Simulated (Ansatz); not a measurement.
SnSe:
```yaml
crystal:
  lattice:
    - [11.67329, 0.00000, 0.00000]
    - [0.00000, 4.12266, 0.00000]
    - [0.00000, 0.00000, 4.65041]
  atoms:
    - { symbol: Sn, position: [0.12090, 0.25000, 0.12286] }
    - { symbol: Sn, position: [0.37910, 0.75000, 0.62286] }
    - { symbol: Sn, position: [0.87910, 0.75000, 0.87714] }
    - { symbol: Sn, position: [0.62090, 0.25000, 0.37714] }
    - { symbol: Se, position: [0.85278, 0.25000, 0.48553] }
    - { symbol: Se, position: [0.64722, 0.75000, 0.98553] }
    - { symbol: Se, position: [0.14722, 0.75000, 0.51447] }
    - { symbol: Se, position: [0.35278, 0.25000, 0.01447] }
```

Relaxed with r²SCAN+D4. Special points in fractions of this cell's reciprocal vectors: Γ (0.000, 0.000, 0.000); X (0.500, 0.000, 0.000); S (0.500, 0.500, 0.000); Y (0.000, 0.500, 0.000); Z (0.000, 0.000, 0.500); U (0.500, 0.000, 0.500); R (0.500, 0.500, 0.500); T (0.000, 0.500, 0.500).

Q: List the band energies nearest the valence-band maximum at these points for DFT-r²SCAN+D4 in the program Ansatz with PAW potentials.

A: In eV from the valence-band maximum; about four levels below and three above (degenerate sets whole), none deeper than 8.9 eV; points with the same levels are listed once.

| k | below | above |
|---|---|---|
| Γ | -1.60 -1.00 -0.77 -0.32 | 1.16 3.01 3.07 |
| X | -1.82 -1.82 -0.50 -0.50 | 2.74 2.74 2.85 2.85 |
| S | -1.18 -1.18 -1.18 -1.18 | 1.75 1.75 1.75 1.75 |
| Y | -1.07 -1.07 -0.97 -0.97 | 1.47 1.47 1.55 1.55 |
| Z | -0.79 -0.79 -0.10 -0.10 | 1.62 1.62 2.12 2.12 |
| U | -0.55 -0.55 -0.12 -0.12 | 1.63 1.63 2.12 2.12 |
| R | -1.47 -1.47 -1.47 -1.47 | 2.85 2.85 2.85 2.85 |
| T | -2.16 -2.16 -1.31 -1.31 | 2.97 2.97 3.27 3.27 |

Space group Pnma. The cell was relaxed with r²SCAN+D4 under the symmetry of its start. Spin–orbit coupling is left out wherever it is not named.

Potentials: the later of the program's two PAW sets.
